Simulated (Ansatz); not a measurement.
ZrTa (L1₀ or tetragonal B2, P4/mmm) at seven volumes, r²SCAN in the plane-wave PAW code Ansatz, shape and atoms relaxed at each. One row is withheld.

```
V (Å³/atom)  P (GPa)
-----------  -------
18.650         13.99
19.265          8.73
19.880          4.17
20.495          0.00
21.110             ?
21.725         -7.14
22.340        -10.10
```

### Question
Fit the shown pressures and predict the withheld one.

### Answer
Third-order Birch–Murnaghan: P = (3/2)B₀(x^(7/2) − x^(5/2))[1 + (3/4)(B′ − 4)(x − 1)] with x = (V₀/V)^(2/3). Least squares on the six rows gives V₀ = 20.491 Å³/atom, B₀ = 131.6 GPa, B′ = 2.64. At V = 21.110, x = 0.9804 and P = -3.76 GPa. The run itself gave -3.78 GPa.

The start of the workflow was typed in or built on a structure type; neither database checked (COD, Materials Project) lists it. Whether it is the stable phase at ambient conditions was not checked. The r²SCAN relaxation kept the symmetry of its start; its stability against distortions is not shown here. No spin polarisation was allowed. Its formation energy is positive at this level, so the cell may be metastable or incomplete. Scalar-relativistic: spin–orbit coupling is off unless named, which matters more the heavier the elements.

Potentials: the earlier of the program's two PAW sets.
